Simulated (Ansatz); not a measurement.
Ag₂S in space group Cmcm (No. 63; Ag on 4c, Ag on 4b, S on 4c), DFT-PBE in the program Ansatz with PAW potentials, all energies at zero smearing, with the estimated change up to a 700 eV cutoff added, with one set of potentials and settings (totals compare only within such a set). Cell of 6 atoms (4 Ag, 2 S): -32166.740 eV.

| element | reference phase | E (eV/atom) |
|---|---|---|
| Ag | R-3m, 3 atoms in the cell | -7590.5531 |
| S | Fddd, 32 atoms in the cell | -902.0599 |

Formation energy per atom, worked out: (-32166.740 − 4×(-7590.5531) − 2×(-902.0599))/6 = -0.068 eV/atom (-7 kJ per mol of atoms), at 0 K, without zero-point energy or fitted corrections.

The workflow started from a Materials Project entry (that database holds measured and hypothetical structures alike); the Crystallography Open Database copy checked does not list it. COD files the formula under space group No. 4, 14, so this cell is another polymorph or a model. Its standing as an ambient phase is unchecked. Symmetry was held in the PBE relaxation; of distortions, only those at the zone centre were tested. The run is not spin-polarised. The references are the lowest solids computed at this level, not always the standard phases.

Potentials: the later of the program's two PAW sets.
